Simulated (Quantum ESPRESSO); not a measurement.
Inputs of pw.x and gipaw.x (a modified build of Quantum ESPRESSO, PBE) for Ag4IBr3; the starting potential comes from an earlier run on another mesh:

```
&CONTROL
  calculation = 'scf'
  prefix = 'x'
  pseudo_dir = './pseudo'
  outdir = './out'
  tprnfor = .true.
/
&SYSTEM
  ibrav = 0
  nat = 8
  ntyp = 3
  ecutwfc = 40
  ecutrho = 160
  occupations = 'fixed'
  nbnd = 36
/
&ELECTRONS
  conv_thr = 1e-11
  startingpot = 'file'
/
ATOMIC_SPECIES
Ag 107.868 Ag.GGA_PBE-JTH.UPF
I 126.904 I.GGA_PBE-JTH.UPF
Br 79.904 Br.GGA_PBE-JTH.UPF
CELL_PARAMETERS angstrom
    5.931797924000     0.000000000000     0.000000000000
    0.000000000000     5.931797924000     0.000000000000
    0.000000000000     0.000000000000     5.931797924000
ATOMIC_POSITIONS crystal
Ag     0.000000000000     0.000000000000     0.000000000000
I      0.500000000000     0.000000000000     0.000000000000
Ag     0.000000000000     0.500000000000     0.500000000000
Br     0.500000000000     0.500000000000     0.500000000000
Ag     0.500000000000     0.000000000000     0.500000000000
Br     0.000000000000     0.000000000000     0.500000000000
Ag     0.500000000000     0.500000000000     0.000000000000
Br     0.000000000000     0.500000000000     0.000000000000
K_POINTS automatic
5 5 5 1 1 1
```

```
&INPUTGIPAW
  job = 'nmr'
  prefix = 'x'
  tmp_dir = './out/'
  restart_mode = 'from_scratch'
  pawproj(1) = .true.
  pawproj(2) = .true.
  pawproj(3) = .true.
  use_nmr_macroscopic_shape = .false.
/
```

The cell was made here from a computed Materials Project entry: one of 4 Br replaced by I, cell and atoms relaxed (PBE without dispersion, pw.x of Quantum ESPRESSO, symmetry kept). The parent is AgBr in Fm-3m. The swapped cell is a model, not a known phase. Stability against distortions was not tested. The run has no spin polarisation.

### Question
Give the final section of the GIPAW output.

### Answer
```
     Total NMR chemical shifts in ppm: ---------------------------------------
     (adopting the Simpson convention for anisotropy and asymmetry)-----------

     Atom  1  Ag  pos: (  0.000000  0.000000  0.000000)  Total sigma:        3360.57
          3507.1424         -0.0000          0.0000
             0.0000       3287.2871         -0.0000
            -0.0000         -0.0000       3287.2871

     Ag      1    anisotropy:    219.86    eta:    0.0000

     Atom  2  I   pos: (  0.500000  0.000000  0.000000)  Total sigma:        4541.34
          4541.3383          0.0000         -0.0000
             0.0000       4541.3383         -0.0000
             0.0000         -0.0000       4541.3383

     I       2    anisotropy:     -0.00    eta:    0.0000

     Atom  3  Ag  pos: (  0.000000  0.500000  0.500000)  Total sigma:        3513.58
          3513.5786         -0.0000          0.0000
             0.0000       3513.5786         -0.0000
            -0.0000         -0.0000       3513.5786

     Ag      3    anisotropy:      0.00    eta:    0.0000

     Atom  4  Br  pos: (  0.500000  0.500000  0.500000)  Total sigma:        2266.34
          1989.3361         -0.0000          0.0000
             0.0000       2404.8465         -0.0000
            -0.0000         -0.0000       2404.8465

     Br      4    anisotropy:   -415.51    eta:    0.0000

     Atom  5  Ag  pos: (  0.500000  0.000000  0.500000)  Total sigma:        3360.57
          3287.2871         -0.0000          0.0000
             0.0000       3287.2871         -0.0000
            -0.0000         -0.0000       3507.1424

     Ag      5    anisotropy:    219.86    eta:    0.0000

     Atom  6  Br  pos: (  0.000000  0.000000  0.500000)  Total sigma:        2266.34
          2404.8465          0.0000          0.0000
             0.0000       1989.3361         -0.0000
            -0.0000         -0.0000       2404.8465

     Br      6    anisotropy:   -415.51    eta:    0.0000

     Atom  7  Ag  pos: (  0.500000  0.500000  0.000000)  Total sigma:        3360.57
          3287.2871         -0.0000          0.0000
             0.0000       3507.1424         -0.0000
            -0.0000         -0.0000       3287.2871

     Ag      7    anisotropy:    219.86    eta:    0.0000

     Atom  8  Br  pos: (  0.000000  0.500000  0.000000)  Total sigma:        2266.34
          2404.8465         -0.0000         -0.0000
             0.0000       2404.8465         -0.0000
             0.0000         -0.0000       1989.3361

     Br      8    anisotropy:   -415.51    eta:    0.0000
```
The printed anisotropy is 3/2 (σ_33 − σ_iso) in the program's own order; the axes are left out here. Anisotropies that symmetry doesn't fix are less certain than the isotropic values. These are absolute shieldings with no macroscopic susceptibility term; δ = σ_ref − σ needs a reference computed alike. In our sweeps, cutoffs and meshes of this size left a few ppm, and up to some 20 ppm on atoms from Zn on. No spin–orbit coupling; I is the heaviest element present. The datasets of I, Br hold no d projectors, which limits absolute σ on these atoms. The band gap at this level is small, which makes the paramagnetic part of σ large and sensitive to the functional.
